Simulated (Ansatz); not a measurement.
Relaxing a structure of Co2Si

The start is a relaxed Co2Si cell shaken by Gaussian noise of σ = 0.08 Å a coordinate. The cell and all atomic positions are relaxed at zero pressure with PBEsol (plane waves to 420 eV, PAW, scalar-relativistic; Ansatz, a first-principles code). The first steps use a coarse 5×5×4 k-mesh.

Starting cell:
```
CELL_PARAMETERS angstrom
      5.80702     0.00000     0.00000
     -2.90351     5.02903     0.00000
      0.00000     0.00000     5.72553
ATOMIC_POSITIONS crystal
  Si 0.50164 0.01555 0.51611
  Si 0.51916 0.51630 0.85355
  Si 0.00929 0.53160 0.15227
  Co 0.11939 0.21770 0.99897
  Co 0.86663 0.08899 0.32591
  Co 0.76291 0.87602 0.66226
  Co 0.89700 0.81238 0.99506
  Co 0.10764 0.89640 0.34447
  Co 0.23729 0.10419 0.67248
```
Spin-polarised start, with parallel moments on Co.

- Largest initial force = about 2.9 eV/Å, on Co4 (atoms numbered as listed)
- Energy released = 1.23 eV/atom
- Volume change = -44.0 %, from 18.58 to 10.41 Å³/atom
- Relative to the parent = It does not go back: it reaches P1 (No. 1), 1.15 eV/atom below the parent
- Shortest distances (start → end) = The closest pairs of elements (up to four, under 3.6 Å), start → end: Co–Co 2.04 → 2.36 Å; Co–Si 2.05 → 2.22 Å; Si–Si 3.28 → 2.56 Å
- Band gap at the end = zero (metallic)
- Optimiser moves = 63

Relaxed structure:

```
CELL_PARAMETERS angstrom
      4.12568     0.00000     0.00000
      0.86440     4.18752     0.00000
      1.55363     0.48340     5.42104
ATOMIC_POSITIONS crystal
  Si 0.69439 0.44593 0.42162
  Si 0.08176 0.10752 0.04961
  Si 0.81736 0.67649 0.91231
  Co 0.61621 0.22810 0.84632
  Co 0.17395 0.34029 0.60237
  Co 0.95788 0.92024 0.49127
  Co 0.20357 0.56189 0.16417
  Co 0.37787 0.79460 0.72124
  Co 0.53897 0.96312 0.27002
```

Final values are on a 9×8×6 k-mesh of the relaxed cell. Spin state reached: ferromagnetic (net 0.22 μB/atom), from parallel starting moments; other spin orders were not run from this start.

The relaxed structure here is a generated cell of Co2Si: the first start was made by placing the elements on the sites of a structure type, and the end was not matched to a known phase here, so it may be hypothetical.
